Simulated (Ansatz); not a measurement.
Ta2Ni3Se8 in space group Pbam (No. 55; Pearson symbol oP26), DFT-PBE in the program Ansatz with PAW potentials, all energies at zero smearing, with the estimated change up to a 700 eV cutoff added, with one set of potentials and settings (totals compare only within such a set). Cell of 26 atoms (4 Ta, 6 Ni, 16 Se): -162288.269 eV.

```tsv
element	reference phase	E (eV/atom)
Ta	Im-3m, 1 atoms in the cell	-9932.2522
Ni	Fm-3m, 1 atoms in the cell, spin-polarised	-5839.7239
Se	P3_121, 3 atoms in the cell	-5469.0798
```

Formation energy per atom, worked out: (-162288.269 − 4×(-9932.2522) − 6×(-5839.7239) − 16×(-5469.0798))/26 = -0.602 eV/atom (-58 kJ per mol of atoms), at 0 K, without zero-point energy or fitted corrections.

The workflow started from a Materials Project entry (that database holds measured and hypothetical structures alike); the Crystallography Open Database copy checked does not list it. Whether it is the stable phase at ambient conditions was not checked. The PBE relaxation kept the symmetry of its start; whether a distortion lowers the energy is not shown. The run is not spin-polarised. The references are the lowest solids computed at this level, not always the standard phases. Spin–orbit coupling is left out wherever it is not named.

Potentials: the later of the program's two PAW sets.
